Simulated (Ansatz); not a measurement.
Relaxed-ion elastic tensor of CaO (rock salt, Fm-3m) in GPa (Voigt order), LDA in the plane-wave PAW code Ansatz; density 3.57 g/cm³, 13.04 Å³ per atom.

```
 261  63.0  63.0   0.0   0.0   0.0
63.0   261  63.0   0.0   0.0   0.0
63.0  63.0   261   0.0   0.0   0.0
 0.0   0.0   0.0  80.1   0.0   0.0
 0.0   0.0   0.0   0.0  80.1   0.0
 0.0   0.0   0.0   0.0   0.0  80.1
```

**Question.** Is the crystal mechanically stable?

**Answer.** Yes: the smallest eigenvalue of C is 80.1 GPa.

**Question.** Work out the Voigt, Reuss and Hill averages.

**Answer.** K_V = 129, K_R = 129, K_H = 129; G_V = 87.6, G_R = 86.7, G_H = 87.1 GPa.

**Question.** Give Young's modulus, Poisson's ratio, Pugh's ratio and the universal anisotropy index.

**Answer.** E = 9KG/(3K + G) = 213 GPa; ν = 0.22; K/G = 1.48 (brittle by the Pugh limit of 1.75); A_U = 5G_V/G_R + K_V/K_R − 6 = 0.05.

**Question.** Estimate the sound speeds and the Debye temperature.

**Answer.** v_l = √((K + 4G/3)/ρ) = 8290 m/s, v_t = √(G/ρ) = 4940 m/s, mean 5470 m/s; Θ = (h/k)(3n/4πV)^(1/3) v_m = 692 K.

**Question.** Give the Zener ratio and Young's modulus along [100], [110] and [111].

**Answer.** A = 2C44/(C11 − C12) = 0.81; 1/E = S11 − 2(S11 − S12 − S44/2)Γ with Γ = 0, 1/4, 1/3 gives 236, 207, 199 GPa.

**Question.** Solve the Christoffel equation for the three sound speeds along [100], [110], [111].

**Answer.** Eigenvalues of C_ijkl n_j n_l equal ρv². In km/s, slowest first: [100] 4.74, 4.74, 8.55; [110] 4.74, 5.26, 8.23; [111] 5.09, 5.09, 8.12.

Symmetry was held in the LDA relaxation.

Potentials: the earlier of the program's two PAW sets. The files were generated under PBE; for other functionals the program regenerates the frozen cores, and for LDA and PBEsol the local potential too.
